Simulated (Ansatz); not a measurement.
Zone-centre phonons of WC at 18 GPa: input and output

All numbers below come from DFT LDA, scalar-relativistic, plane waves, PAW (Ansatz).

Launched with:
```bash
ansatz run input.yaml --threads 1 --pin off --max-ram 3072MiB --backend cpu --events-out ev --progress --plain --runs-dir out
```

Input (bare energies are in eV):
```yaml
crystal:
  lattice:
    - [2.8436880656, 0.0, 0.0]
    - [-1.4218440328, 2.4627061053, 0.0]
    - [0.0, 0.0, 2.7810501735]
  atoms:
    - { symbol: W, position: [0.0, 0.0, 0.0] }
    - { symbol: C, position: [0.6666666667, 0.3333333333, 0.5] }
basis:
  ecutwfc: 420
kpoints:
  mp_grid: { grid: [18, 18, 14] }
hamiltonian:
  xc: lda
scf:
  occupations: { method: fermi_dirac, width: 0.15 }
output:
  eigenvalues: true
phonons:
  method: dfpt
  eigenvectors: true
```

Results section of the output:
```
--- Phonons (Γ-DFPT): 4 representative perturbations + reference, on 728 of 4536 k-points (Σ response iterations 12) ---
  k mesh reduced under 4 symmetry operations, with k and −k counted as one. Each operation leaves every solved displacement unchanged or reverses it
  ASR residual: 2.778e-4 → 0.000e0 eV/Å²; symmetrization residual: 9.742e-7 eV/Å²
  ASR residual per site (eV/Å²): 2.78e-4 4.10e-5
  Γ frequencies (cm⁻¹): 0.00 0.00 0.00 652.54 670.61 670.61
  non-analytic LO–TO correction: not included (Born effective charges unavailable; polar crystals: no LO–TO splitting at Γ)
```

It took 30 s on 1 thread of AMD EPYC 9R45 96-Core Processor (Zen 5), with other jobs on the host, peak memory 0.87 GiB.

In a metal, frequencies and elastic constants depend on the k mesh and the smearing, soft modes and shear constants most. Spin–orbit coupling is left out, which can shift energies with elements as heavy as these.